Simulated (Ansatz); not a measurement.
MoSe:
```
CELL_PARAMETERS angstrom
      9.01676     0.00000     0.00000
     -4.50838     7.80875     0.00000
      0.00000     0.00000     4.41666
ATOMIC_POSITIONS crystal
  Mo 0.17345 0.00000 0.25000
  Se 0.33396 0.33396 0.25000
  Mo 0.00000 0.17345 0.25000
  Se 0.66604 0.00000 0.25000
  Mo 0.82655 0.82655 0.25000
  Se 0.00000 0.66604 0.25000
  Mo 0.17345 0.17345 0.75000
  Se 0.00000 0.33396 0.75000
  Mo 0.82655 0.00000 0.75000
  Se 0.66604 0.66604 0.75000
  Mo 0.00000 0.82655 0.75000
  Se 0.33396 0.00000 0.75000
```

Relaxed with r²SCAN+D4. Special points in fractions of this cell's reciprocal vectors: Γ (0.000, 0.000, 0.000); M (0.500, 0.000, 0.000); K (0.333, 0.333, 0.000); A (0.000, 0.000, 0.500); L (0.500, 0.000, 0.500); H (0.333, 0.333, 0.500).

### Question
List the band energies nearest the Fermi level at these points for DFT-r²SCAN+D4 in the program Ansatz with PAW potentials.

### Answer
In eV from the Fermi level; about four levels below and three above (degenerate sets whole), none deeper than 8.9 eV; points with the same levels are listed once.

```json
[
 {"k": "Γ", "below": "-0.24 -0.24 -0.10 -0.10", "above": "0.25 1.72 1.72"},
 {"k": "M", "below": "-0.54 -0.54 -0.42 -0.24 -0.21", "above": "0.08 0.35 1.73"},
 {"k": "K", "below": "-0.55 -0.55 -0.54 -0.54 -0.43", "above": "0.06 0.06 0.34"},
 {"k": "A", "below": "-0.97 -0.97 -0.97 -0.97", "above": "0.98 0.98 2.18 2.18 2.18 2.18"},
 {"k": "L", "below": "-1.08 -1.08 -0.89 -0.89", "above": "1.04 1.04 2.18 2.18"},
 {"k": "H", "below": "-0.91 -0.91 -0.91 -0.91", "above": "1.05 1.05 2.20 2.20 2.20 2.20"}
]
```

Space group P6_3/mcm. The start of the workflow was typed in or built on a structure type; neither database checked (COD, Materials Project) lists it. Its standing as an ambient phase is unchecked. The cell was relaxed with r²SCAN+D4 under the symmetry of its start; whether a distortion lowers the energy is not shown. The workflow began spin-polarised and lost its moments. Spin–orbit coupling is left out wherever it is not named.

Potentials: the later of the program's two PAW sets.
